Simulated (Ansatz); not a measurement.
## MnAs (P6_3/mmc), phonons: input and output

Level of theory: PBEsol, all-electron LAPW in Ansatz 0.2.0, scalar-relativistic, spin-polarised.

The cell is the relaxed one with its volume scaled by 0.985.

Command:

```sh
ansatz run input.yaml --threads 2 --pin off --max-ram 8192MiB --backend cpu --events-out ev --progress --plain --runs-dir out
```

Input file:

```yaml
crystal:
  lattice:
    - [3.55281986593, 0.0, 0.0]
    - [-1.77640993297, 3.07683225897, 0.0]
    - [0.0, 0.0, 5.30947525706]
  atoms:
    - { symbol: Mn, position: [0.0, 0.0, 0.0], spin: 2.4 }
    - { symbol: Mn, position: [0.0, 0.0, 0.5], spin: 2.4 }
    - { symbol: As, position: [0.333333333333, 0.666666666667, 0.25] }
    - { symbol: As, position: [0.666666666667, 0.333333333333, 0.75] }
magnetization:
  spin_polarized: true
kpoints:
  mp_grid: { grid: [10, 10, 6] }
scf:
  occupations: { method: fermi_dirac, width: 0.1 }
hamiltonian:
  xc: pbesol
  pseudopotentials: { kind: all_electron, lapw: { basis_error: 0.001 } }
phonons:
  supercell: [1, 1, 1]
```

The program printed:

```
Warning: RAYON_NUM_THREADS=2 ignored (pool sized by the plan → 2); use --threads N
LAPW: plane waves up to 9.408 Å⁻¹, error target 1.0e-3 eV per atom; small_component_spin mean_spin; Mn in spheres of 1.186 Å, 15 of its electrons in bands, Dirac shells []; As in spheres of 1.184 Å, 23 of its electrons in bands, ...
Engine: ansatz 0.2.0, aarch64-unknown-linux-gnu
Pseudopotentials: kind: all_electron
Pseudopotential: Mn, LAPW, valence charge 15, lapw/all_electron/scalar/gaussian/Mn, Koelling and Harmon's equation, gaussian nucleus
Pseudopotential: As, LAPW, valence charge 23, lapw/all_electron/scalar/gaussian/As, Koelling and Harmon's equation, gaussian nucleus
Functional definition: PBEsol
  exchange = pbesol_x
  correlation = pbesol_c
Crystal: 4 atoms, lattice volume = 58.040 Å³
Basis set: ecut = 337.2124348407867 eV, 807 PW (Γ), exchange–correlation at level 2
Bands: 49, of which v1, the nominal top of the filled ones, is band 38 counted from 1 (37 counted from 0)
Symmetry: 24 space group operations
Space group: P63/mmc (ITA 194), of the structure as read, at distance tolerance 3.9e-5 Å
Magnetic group: BNS 194.263 (UNI 1493), of the structure as read, at distance tolerance 3.9e-5 Å
[... 87 lines left out ...]
Entropy (-TS):   -0.103929 eV (-25.982 meV/atom)
Fermi energy:    16.490845 eV
--- Per-component energies (eV) ---
  E_band       = -2747.686669
  E_kinetic    = 189482.986657
  E_xc         = -7267.458998
  E_electrostatic = -368174.158393  (all electrons and nuclei)
  E_smearing   = -0.103929  (= −TS)
  E_closure    = 0.000000  (closes the sum)
  Σ components = -185958.734664   (vs F -185958.734664, Δ=0.00e0)
  Basis errors (estimates in eV, not in F): energy 3.6e-4 per atom: plane waves 3.2e-4 (1.8e-4 summed), levels above the bands 1.4e-37, relativity 9.5e-9, radial functions 4.4e-5, core shells 7.7e-8; eigenvalues (radial functions ...
--- Forces (eV/Å), atoms counted from 1 ---
  atom   1  Mn     0.00000000     0.00000000     0.00000000
  atom   2  Mn     0.00000000    -0.00000000    -0.00000000
  atom   3  As    -0.00000000     0.00000000     0.00000000
  atom   4  As     0.00000000    -0.00000000    -0.00000000
  max |Σ_I F_I| component: 3.47e-18 eV/Å
--- Phonons: 3 displaced members + reference (amplitude 0.01 Å, Σ member SCF iterations 34) ---
  symmetry images taken by strict's conditions (phonons.symmetry_images: auto; settled by no image being taken that strict refuses)
  ASR residual: 2.227e-3 → 0.000e0 eV/Å²; symmetrization residual: 1.087e-3 eV/Å²
  largest component of a force at the reference: 3.1e-17 eV/Å
  ASR residual per site (eV/Å²): 2.23e-3 2.23e-3 1.91e-3 1.91e-3
  Γ frequencies (cm⁻¹): 0.00 0.00 0.00 189.23 200.23 200.23 212.22 212.22 227.51 274.18 275.05 275.05
  density of states and harmonic sums: on the 20×20×12 q-mesh, interpolated from the force constants of a 1×1×1 supercell (no non-analytic term)
  largest difference from the sums on the solved wave vectors: F 4.80e-1 eV, S 7.39e-4 and C_V 2.58e-4 eV/K
```

Self-consistency was reached.

### Zone-centre phonons

Harmonic phonons of a crystal by Kohn-Sham DFT at the given cell, standard atomic masses, acoustic sum rule imposed; negative wavenumbers are unstable modes; optical zone-centre levels upwards with Mulliken labels, activity, and the element with most of the kinetic energy.

- Point group: 6/mmm

| number | phonon wavenumber (cm⁻¹) | label | infrared | raman | lead element |
| --- | --- | --- | --- | --- | --- |
| 1 | 189.2 | B1g | no | no | As |
| 2 | 200.2 | E2g | no | yes | As |
| 3 | 212.2 | E2u | no | no | Mn |
| 4 | 227.5 | A2u | yes | no | Mn |
| 5 | 274.2 | B2u | no | no | Mn |
| 6 | 275 | E1u | yes | no | Mn |

Keep in mind: a lower magnetic state may exist; responses of metals move with mesh and smearing; cell scaled away from its relaxed volume; the magnetic cell shrank by over 10 per cent from the database entry, so these values may belong to a collapsed low-moment state; zone-boundary modes aren't tested; activity by symmetry alone, a metal screens infrared modes.

It took 16 min on 2 threads of Arm Neoverse V1, on a shared host, peak memory 2.4 GiB.
